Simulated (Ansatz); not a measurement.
Relaxed Ga2Cu (space group P4/mmm):

```yaml
crystal:
  lattice:
    - [5.54212, 0.00000, 0.00000]
    - [0.00000, 2.77106, 0.00000]
    - [0.00000, 0.00000, 5.66530]
  atoms:
    - { symbol: Ga, position: [0.25000, 0.50000, 0.28331] }
    - { symbol: Ga, position: [0.75000, 0.50000, 0.28331] }
    - { symbol: Ga, position: [0.25000, 0.50000, 0.71669] }
    - { symbol: Ga, position: [0.75000, 0.50000, 0.71669] }
    - { symbol: Cu, position: [0.00000, 0.00000, 0.00000] }
    - { symbol: Cu, position: [0.50000, 0.00000, 0.00000] }
```

A phonon eigenvector at X = (0.5, 0.0, 0.0) is frozen into this cell: atom i moves by Q times the vector below, so Q is the largest atomic displacement, in Å. The cell is held. (q is in reciprocal vectors of the primitive cell; the cell shown is doubled to hold the pattern.)

```json
[
 {"atom": "Ga1", "x": "0.000", "y": "0.000", "z": "1.000"},
 {"atom": "Ga2", "x": "0.000", "y": "0.000", "z": "-1.000"},
 {"atom": "Ga3", "x": "0.000", "y": "0.000", "z": "1.000"},
 {"atom": "Ga4", "x": "0.000", "y": "0.000", "z": "-1.000"}
]
```

Atoms not listed stay in place.

The numbers are results of LDA (plane waves to 420 eV, PAW, scalar-relativistic; Ansatz, a quantum-chemistry and plane-wave program), not measurements. k mesh 9×17×8 (Γ-centred), Fermi-Dirac smearing 0.05 eV. E stands for the smeared free energy. With partly filled bands, energies and forces of such displacements shift with the k mesh and the smearing. Ga2Cu is run without spin polarisation. Ga2Cu was relaxed with its symmetry unable to fall. ΔE is measured from the undisplaced structure.

```
Q (Å)   ΔE (meV/cell)
------  -------------
-0.100             63
-0.067             28
-0.033              7
0.000               0
0.033               7
0.067              28
0.100              63
```

Question: Which DFPT wavenumber at X = (0.5, 0.0, 0.0) belongs to this mode?
A. 110 cm⁻¹
B. 187 cm⁻¹
C. 128 cm⁻¹
D. 207 cm⁻¹

Answer: A, 110 cm⁻¹. The curvature of the scan gives 110 cm⁻¹

(For displaced atoms, the force is minus the slope of the energy, and its curvature is a force constant, which sets phonon frequencies.)
